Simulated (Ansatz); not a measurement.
Ansatz (an electronic-structure program) input:

Ansatz 0.2 input:
```yaml
crystal:
  lattice:
    - [0.0, 5.1852245672, 5.1852245672]
    - [5.1852245672, 0.0, 5.1852245672]
    - [5.1852245672, 5.1852245672, 0.0]
  atoms:
    - { symbol: Rb, position: [0.75, 0.75, 0.75] }
    - { symbol: Rb, position: [0.25, 0.25, 0.25] }
    - { symbol: Na, position: [0.5, 0.5, 0.5] }
    - { symbol: Sc, position: [0.0, 0.0, 0.0] }
    - { symbol: Cl, position: [0.7607532718, 0.2392467282, 0.2392467282] }
    - { symbol: Cl, position: [0.2392467282, 0.7607532718, 0.7607532718] }
    - { symbol: Cl, position: [0.2392467282, 0.7607532718, 0.2392467282] }
    - { symbol: Cl, position: [0.7607532718, 0.2392467282, 0.7607532718] }
    - { symbol: Cl, position: [0.2392467282, 0.2392467282, 0.7607532718] }
    - { symbol: Cl, position: [0.7607532718, 0.7607532718, 0.2392467282] }
kpoints:
  mp_grid: { grid: [4, 4, 4] }
hamiltonian:
  xc: r2scan
  pseudopotentials: { kind: paw }
scf:
  occupations: { method: fixed }
output:
  optics: { e_range: [0.0, 15.0], de: 0.05, sigma: 0.1, bands: { spectra_wanted_up_to: 12 eV } }
```

Output (shortened):

```
output.optics: the spectra are integrated over the Brillouin zone by k·p interpolation around the k-points, where levels, occupations, output.optics.sigma and …
Pseudopotentials: kind: paw
Pseudopotential: Rb, paw, valence charge 9
Pseudopotential: Na, paw, valence charge 9
Pseudopotential: Sc, paw, valence charge 11
Pseudopotential: Cl, paw, valence charge 7
Functional definition: r2SCAN
Crystal: 10 atoms, lattice volume = 278.826 Å³
Basis set: ecut = 500 eV, 7119 PW (Γ), exchange–correlation on 216×216×216 points (64 copies of the dense FFT grid, shifted against one another)
Bands: 50, of which v1, the nominal top of the filled ones, is band 40 counted from 1 (39 counted from 0)
Symmetry: 48 space group operations
Space group: Fm-3m (ITA 225), of the structure as read, at distance tolerance 6.5e-5 Å
k-points: 8 of 64
PAW frozen core: Rb, regenerated for the run's functional
PAW frozen core: Na, regenerated for the run's functional
PAW frozen core: Sc, regenerated for the run's functional
PAW frozen core: Cl, regenerated for the run's functional
Initial wavefunctions: pseudopotential atomic-orbital guess
Eigensolver: davidson
Functional: x = r2scan, c = r2scan; τ floored in thin density (d = 2e-4 eV/Å³)
SCF iter   1: F=—  HF=-16709.879076 eV  |F-HF|=—  |Δ(HF+E_count)|=         —  Δρ=6.17e-3  dr2=1.33e-1  dr2_τ=2.20e-2  ethr=1.77e-3  ⟨swp⟩=5.0  Hψ=1283  notcnv=0  defer=57
all-band conjugate gradients solve this SCF's bands
preconditioner: auto → Resta (q_TF=auto, 2.216 Å⁻¹)
SCF iter   2: F=—  HF=-16709.931218 eV  |F-HF|=—  |Δ(HF+E_count)|=   5.21e-2  Δρ=2.48e-3  dr2=9.29e-3  dr2_τ=1.59e-3  ethr=1.66e-4  ⟨swp⟩=3.1  Hψ=819  notcnv=0  defer=57
SCF iter   3: F=—  HF=-16709.930615 eV  |F-HF|=—  |Δ(HF+E_count)|=   6.03e-4  Δρ=9.42e-4  dr2=1.17e-3  dr2_τ=1.52e-4  ethr=1.16e-5  ⟨swp⟩=3.0  Hψ=667  notcnv=0  defer=59
SCF iter   4: F=—  HF=-16709.930848 eV  |F-HF|=—  |Δ(HF+E_count)|=   2.33e-4  Δρ=1.82e-4  dr2=5.62e-5  dr2_τ=8.95e-6  ethr=1.47e-6  ⟨swp⟩=2.1  Hψ=691  notcnv=0  defer=59
SCF iter   5: F=—  HF=-16709.930869 eV  |F-HF|=—  |Δ(HF+E_count)|=   2.08e-5  Δρ=2.81e-5  dr2=2.54e-6  dr2_τ=3.00e-7  ethr=7.03e-8  ⟨swp⟩=2.0  Hψ=694  notcnv=0  defer=56
SCF iter   6: F=—  HF=-16709.930780 eV  |F-HF|=—  |Δ(HF+E_count)|=   8.87e-5  Δρ=8.33e-6  dr2=1.69e-7  dr2_τ=1.32e-8  ethr=3.17e-9  ⟨swp⟩=2.0  Hψ=695  notcnv=0  defer=37
SCF iter   7: F=—  HF=-16709.930780 eV  |F-HF|=—  |Δ(HF+E_count)|=   1.00e-7  Δρ=1.46e-6  dr2=1.01e-8  dr2_τ=6.94e-10  ethr=2.11e-10  ⟨swp⟩=2.0  Hψ=555  notcnv=0  defer=37
SCF iter   8: F=—  HF=-16709.930780 eV  |F-HF|=—  |Δ(HF+E_count)|=   1.61e-9  Δρ=3.21e-7  dr2=4.37e-10  dr2_τ=2.24e-11  ethr=1.27e-11  ⟨swp⟩=2.0  Hψ=683  notcnv=0  defer=37
SCF iter  10: F=-16709.930780 eV  HF=-16709.930780 eV  |F-HF|=0.00e0  |Δ(HF+E_count)|=  1.82e-11  Δρ=2.49e-8  dr2=2.22e-12  dr2_τ=1.67e-13  ethr=1.00e-12  ⟨swp⟩=15.2  Hψ=1813  notcnv=0
SCF 1 converged in 10 iterations: F = -16709.930780 eV  dr2 = 2.22e-12
NSCF: frozen V_eff on 8 k-points
Optics k sum: 0 of 8 k-points
Optics k sum: 1 of 8 k-points
Optics k sum: 2 of 8 k-points
Optics k sum: 3 of 8 k-points
Optics k sum: 4 of 8 k-points
Optics k sum: 5 of 8 k-points
Optics k sum: 6 of 8 k-points
Optics k sum: 7 of 8 k-points
Optics k sum: 8 of 8 k-points
Optics k sum: 0 of 8 k-points
Optics k sum: 1 of 8 k-points
Optics k sum: 2 of 8 k-points
Optics k sum: 3 of 8 k-points
Optics k sum: 4 of 8 k-points
Optics k sum: 5 of 8 k-points
Optics k sum: 6 of 8 k-points
Optics k sum: 7 of 8 k-points
Optics k sum: 8 of 8 k-points
NSCF: frozen V_eff on 1 k-points
output.optics: what the bands over the 101 summed would add to eps1, eps2 and the energy-loss function is held between a lower and an upper bound (7 Lanczos …
SCF converged after 10 iterations
Free energy (F): -16709.930780 eV
Harris-Foulkes:  -16709.930780 eV  (|F-HF|=0.00e0)
Internal energy: -16709.930780 eV  (E = F + TS)
E sigma→0 (E₀):  -16709.930780 eV
Fermi energy:    1.624840 eV
--- Per-component energies (eV) ---
  E_band       = -781.731941
  E_kinetic    = 1736.143126
  E_local      = -5195.503081  (includes V_loc(G=0)·N_el)
  E_nonlocal   = 706.804802
  E_hartree    = 1714.713377
  E_xc         = -1015.903759
  E_vxc        = -1314.076457  (∫ρ·V_xc dr)
  E_paw        = -10498.945949  (= ΣΔE_a)
  E_vpaw       = -218.505757  (= ΣTr[D̂ρ^β])
  E_aug_tail   = 0.000227  (compensation charges beyond the density's cutoff)
  E_vtau       = 73.978443  (kinetic-family band-sum trace: ∫τ·v_τ [+ j·A + Jᵃ·Aᵃ] dr)
  E_ewald      = -4155.862469
  E_core_change = -1.377055  (= ΣΔE_core)
  E_smearing   =  0.000000  (= −TS)
  E_closure    =  0.000000  (closes the sum)
  Σ components = -16709.930780   (vs F -16709.930780, Δ=0.00e0)
  [band-id]    e_kinetic+e_local+e_nonlocal+2·e_hartree+e_vxc+e_vpaw+e_augmentation_tail+e_vtau = -781.731942   (vs E_band -781.731941, Δ=-8.97e-7)
--- Band table (eV; the first three rows and the last of 8) ---
  k-point 0: bands = ["-49.6849", "-48.5224", "-26.1369", "-26.1369", "-26.1369", "-23.5526", "-23.5493", "-20.1129", "-20.1129", "-20.1129", "-12.2101", "-11.6961", "-11.6961", "-11.6961", "-11.6406", "-11.6406", "-7.1207", "-7.1207", "-7.1207", "-7.0788", "-7.0788", "-7.0788", "-1.6078", "-0.4620", "-0.4620", "-0.4620", "-0.3155", "-0.3155", "-0.3155", "-0.0397", "-0.0397", "0.9600", "0.9600", "0.9600", "1.3106", "1.3106", "1.3106", "1.6248", "1.6248", "1.6248", "6.0166", "6.0166", "6.0166", "7.6985", "7.7976", "7.7976", "9.1298", "9.1298", "9.3413", "9.7608"]
  k-point 1: bands = ["-49.6849", "-48.5224", "-26.1370", "-26.1369", "-26.1369", "-23.5521", "-23.5498", "-20.1129", "-20.1129", "-20.1129", "-12.1628", "-11.7625", "-11.6932", "-11.6932", "-11.6466", "-11.6466", "-7.1080", "-7.1080", "-7.0898", "-7.0781", "-7.0781", "-7.0625", "-1.4122", "-0.5930", "-0.4191", "-0.4191", "-0.2964", "-0.2171", "-0.2171", "-0.0047", "-0.0047", "0.7917", "0.7917", "0.9064", "1.0375", "1.2679", "1.2679", "1.4695", "1.4695", "1.5299", "6.0644", "6.1014", "6.1014", "7.6964", "7.6964", "8.2621", "9.5299", "9.5299", "9.5952", "10.0192"]
  k-point 2: bands = ["-49.6849", "-48.5225", "-26.1370", "-26.1370", "-26.1370", "-23.5509", "-23.5509", "-20.1129", "-20.1129", "-20.1129", "-12.0923", "-11.8519", "-11.6893", "-11.6893", "-11.6535", "-11.6535", "-7.0879", "-7.0879", "-7.0847", "-7.0847", "-7.0534", "-7.0516", "-1.1313", "-0.7789", "-0.3786", "-0.3786", "-0.1692", "-0.0160", "-0.0160", "-0.0146", "-0.0146", "0.3856", "0.5738", "0.5738", "1.1692", "1.2536", "1.2536", "1.2889", "1.2889", "1.3810", "6.1019", "6.1756", "6.1756", "7.6214", "7.6214", "9.2829", "9.3321", "10.3561", "10.3561", "10.4077"]
  k-point 7: bands = ["-49.6849", "-48.5224", "-26.1370", "-26.1370", "-26.1370", "-23.5509", "-23.5509", "-20.1129", "-20.1129", "-20.1129", "-12.0668", "-11.8451", "-11.7098", "-11.7098", "-11.6683", "-11.6456", "-7.0738", "-7.0738", "-7.0650", "-7.0633", "-7.0633", "-7.0619", "-0.9413", "-0.8346", "-0.2831", "-0.2831", "-0.2316", "-0.1588", "-0.1588", "-0.0361", "0.1532", "0.6420", "0.6420", "0.8303", "0.9041", "0.9041", "0.9427", "1.0083", "1.3629", "1.3629", "6.1673", "6.1673", "6.3151", "7.2876", "7.6696", "10.0743", "10.0743", "10.4319", "10.4684", "10.8421"]
  band table: 50 of 50 bands, residual norms ≤ 1.0e-3 eV
```

Cost: about 4 core-minutes (a rough figure) on shared cores.

The first step of the workflow began from a Materials Project structure, measured or hypothetical; the Crystallography Open Database copy checked does not list it. Its standing as an ambient phase is unchecked. The r²SCAN relaxation kept the symmetry of its start; whether a distortion lowers the energy is not shown. The run is not spin-polarised. Scalar-relativistic: spin–orbit coupling is off unless named, which matters more the heavier the elements.

Potentials: the later of the program's two PAW sets.

Ansatz is a plane-wave DFT program.
